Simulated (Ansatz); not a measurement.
# Data sheet: Mg (DFT)

Mg:
```
CELL_PARAMETERS angstrom
      3.07735     0.00000     0.00000
     -1.53867     2.66506     0.00000
      0.00000     0.00000     3.04206
ATOMIC_POSITIONS crystal
  Mg 0.00000 0.00000 0.00000
```

Space group P6/mmm (No. 191), simple hexagonal; conventional cell a = b = 3.0773 Å, c = 3.0421 Å, α = β = 90.00°, γ = 120.00°.

Method: DFT-r²SCAN in the program Ansatz with PAW potentials. Geometry: relaxed at this level of theory. Other levels are named where they apply.

### Cell and energy

```yaml
volume_per_atom: 24.95 Å³
density: 1.62 g/cm³
```

### Electronic structure

```yaml
electronic_character: metallic (no gap)
Density of states at the Fermi level: 0.43 states/eV per atom (mean over ±0.08 eV)
```

### Mechanics

```yaml
Bulk modulus (Birch–Murnaghan fit): 29.5 GPa
Pressure derivative B′: 4.1
Elastic constants (relaxed ions, GPa): C11 = 74.8, C12 = 25.4, C13 = 2.9, C33 = 63.1, C44 = -15.8
mechanical_stability: unstable (C has a negative eigenvalue)
```

The workflow started from a Materials Project entry (that database holds measured and hypothetical structures alike); the Crystallography Open Database copy checked does not list it. It is not the phase usual at ambient conditions (space group No. 194). The cell was relaxed with r²SCAN under the symmetry of its start. As this level gives no gap, shear constants depend on the k-mesh and smearing (Fermi–Dirac, 0.1 eV here). Axis ratios of metals converge slowly with the k-mesh, so a and c are less sure than the volume.

Potentials: the later of the program's two PAW sets.
